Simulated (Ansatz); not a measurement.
Spin-resolved density of states of YCo (Cmcm)

Geometry: a structure from the Materials Project; nothing is relaxed.

Settings: PBEsol, 9×9×9 k mesh, Fermi–Dirac smearing of 0.03 eV. LAPW is all-electron LAPW in Ansatz 0.2.0. Site moments are integrated in spheres about the atoms.

The input and its command:

```yaml
crystal:
  lattice:
    - [2.067491779, -5.2151665575, 0.0]
    - [2.067491779, 5.2151665575, 0.0]
    - [0.0, 0.0, 3.84650815]
  atoms:
    - { symbol: "Y", position: [0.14277756, 0.85722244, 0.75] }
    - { symbol: "Y", position: [0.85722244, 0.14277756, 0.25] }
    - { symbol: Co, position: [0.44679314, 0.55320686, 0.75], spin: 0.6 }
    - { symbol: Co, position: [0.55320686, 0.44679314, 0.25], spin: 0.6 }
magnetization:
  spin_polarized: true
kpoints:
  mp_grid: { grid: [9, 9, 9] }
scf:
  occupations: { method: fermi_dirac, width: 0.03 }
  lower_state_search: "off"
hamiltonian:
  xc: pbesol
  pseudopotentials: { kind: all_electron, lapw: { basis_error: 0.001 } }
output:
  forces: true
  stress: true
  eigenvalues: false
  populations: true
  dos: { projected: true, de: 0.1, e_range: [-8, 5] }
```

Command: `ansatz run input.yaml --threads 2 --pin off --max-ram 6144MiB --backend cpu --events-out ev --progress --plain --runs-dir out`

Density of states, smoothed by a Gaussian of 0.15 eV:

```json
{"E − E_F (eV)": "-7.00", "majority (states/eV/cell)": "0.00", "minority (states/eV/cell)": "0.00"}
{"E − E_F (eV)": "-6.60", "majority (states/eV/cell)": "0.00", "minority (states/eV/cell)": "0.00"}
{"E − E_F (eV)": "-6.20", "majority (states/eV/cell)": "0.00", "minority (states/eV/cell)": "0.01"}
{"E − E_F (eV)": "-5.80", "majority (states/eV/cell)": "0.09", "minority (states/eV/cell)": "0.11"}
{"E − E_F (eV)": "-5.40", "majority (states/eV/cell)": "0.19", "minority (states/eV/cell)": "0.20"}
{"E − E_F (eV)": "-5.00", "majority (states/eV/cell)": "0.32", "minority (states/eV/cell)": "0.32"}
{"E − E_F (eV)": "-4.60", "majority (states/eV/cell)": "0.43", "minority (states/eV/cell)": "0.42"}
{"E − E_F (eV)": "-4.20", "majority (states/eV/cell)": "0.56", "minority (states/eV/cell)": "0.54"}
{"E − E_F (eV)": "-3.80", "majority (states/eV/cell)": "0.50", "minority (states/eV/cell)": "0.49"}
{"E − E_F (eV)": "-3.40", "majority (states/eV/cell)": "0.92", "minority (states/eV/cell)": "0.56"}
{"E − E_F (eV)": "-3.00", "majority (states/eV/cell)": "3.35", "minority (states/eV/cell)": "1.39"}
{"E − E_F (eV)": "-2.60", "majority (states/eV/cell)": "4.30", "minority (states/eV/cell)": "2.86"}
{"E − E_F (eV)": "-2.20", "majority (states/eV/cell)": "4.21", "minority (states/eV/cell)": "4.22"}
{"E − E_F (eV)": "-1.80", "majority (states/eV/cell)": "3.18", "minority (states/eV/cell)": "4.28"}
{"E − E_F (eV)": "-1.40", "majority (states/eV/cell)": "3.90", "minority (states/eV/cell)": "3.12"}
{"E − E_F (eV)": "-1.00", "majority (states/eV/cell)": "4.12", "minority (states/eV/cell)": "3.84"}
{"E − E_F (eV)": "-0.60", "majority (states/eV/cell)": "3.13", "minority (states/eV/cell)": "3.72"}
{"E − E_F (eV)": "-0.20", "majority (states/eV/cell)": "1.37", "minority (states/eV/cell)": "2.82"}
{"E − E_F (eV)": "0.20", "majority (states/eV/cell)": "1.87", "minority (states/eV/cell)": "2.36"}
{"E − E_F (eV)": "0.60", "majority (states/eV/cell)": "2.06", "minority (states/eV/cell)": "2.55"}
{"E − E_F (eV)": "1.00", "majority (states/eV/cell)": "2.52", "minority (states/eV/cell)": "2.74"}
{"E − E_F (eV)": "1.40", "majority (states/eV/cell)": "2.78", "minority (states/eV/cell)": "2.62"}
{"E − E_F (eV)": "1.80", "majority (states/eV/cell)": "2.07", "minority (states/eV/cell)": "2.43"}
{"E − E_F (eV)": "2.20", "majority (states/eV/cell)": "1.45", "minority (states/eV/cell)": "1.55"}
{"E − E_F (eV)": "2.60", "majority (states/eV/cell)": "1.08", "minority (states/eV/cell)": "1.19"}
{"E − E_F (eV)": "3.00", "majority (states/eV/cell)": "0.63", "minority (states/eV/cell)": "0.68"}
{"E − E_F (eV)": "3.40", "majority (states/eV/cell)": "0.99", "minority (states/eV/cell)": "1.02"}
{"E − E_F (eV)": "3.80", "majority (states/eV/cell)": "1.69", "minority (states/eV/cell)": "1.88"}
```

Task: What spin moment does the cell carry?

Result: 0.68 μB. Site moments (μB): Y1 -0.06, Y2 -0.06, Co3 0.60, Co4 0.60.

Task: How large is the spin polarisation of the states at the Fermi level?

Result: (N↑ − N↓)/(N↑ + N↓) = -34 %, from 1.41 and 2.85 states/eV; these are averaged over the run's smearing, not the smoothing of the table, and they move with the mesh.

Löwdin populations of d and f shells (filled inner shells left out):

```json
{"shell": "Y1 4d", "up": "0.98", "down": "1.19"}
{"shell": "Y2 4d", "up": "0.98", "down": "1.19"}
{"shell": "Co3 3d", "up": "4.28", "down": "3.67"}
{"shell": "Co4 3d", "up": "4.28", "down": "3.67"}
```

The Ansatz runs typed with the search for lower states off end where their start leads. The magnetic state is the one that this cell and start allow. It needn't be the compound's measured order, which may need a larger cell or be absent.
